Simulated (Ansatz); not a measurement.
CuI:
```cif
data_Cu3I3
_chemical_formula_sum 'Cu3 I3'
_space_group_name_H-M_alt 'P6422'
_space_group_IT_number 181
_space_group_name_Hall 'P 64 2 (0 0 2)'
_cell_length_a 4.21882
_cell_length_b 4.21882
_cell_length_c 9.76113
_cell_angle_alpha 90.000
_cell_angle_beta 90.000
_cell_angle_gamma 120.000
loop_
_atom_site_label
_atom_site_type_symbol
_atom_site_symmetry_multiplicity
_atom_site_Wyckoff_symbol
_atom_site_fract_x
_atom_site_fract_y
_atom_site_fract_z
_atom_site_occupancy
Cu1 Cu 3 c 0.50000 0.00000 0.00000 1
I1 I 3 d 0.50000 0.00000 0.50000 1
```

Relaxed at zero pressure with r²SCAN in the plane-wave PAW code Ansatz.

Problem. The volume is raised by 6 % and shape and atoms relax at that volume. What pressure results, and how do the axes share the change?

Solution. -2.3 GPa; a 2.2 %, b 2.2 %, c 1.5 %; the energy rises by 12 meV/atom.

Problem. Give the new structure.

Solution. 
Space group P6₄22 (No. 181); a = b = 4.3114 Å, c = 9.9073 Å, α = β = 90.00°, γ = 120.00°

```json
[
 {"atom": "Cu", "site": "3c", "symmetry": "222", "x": "0.5000", "y": "0.0000", "z": "0.0000"},
 {"atom": "I", "site": "3d", "symmetry": "222", "x": "0.5000", "y": "0.0000", "z": "0.5000"}
]
```

The phase is kept; no other phase was compared at this pressure.

Space group P6_422. The start of the workflow was typed in or built on a structure type; neither database checked (COD, Materials Project) lists it. It is not the phase usual at ambient conditions (space group No. 216). Symmetry was held in the r²SCAN relaxation; whether a distortion lowers the energy is not shown. The workflow began spin-polarised and lost its moments. Spin–orbit coupling is left out wherever it is not named.

Potentials: the later of the program's two PAW sets.
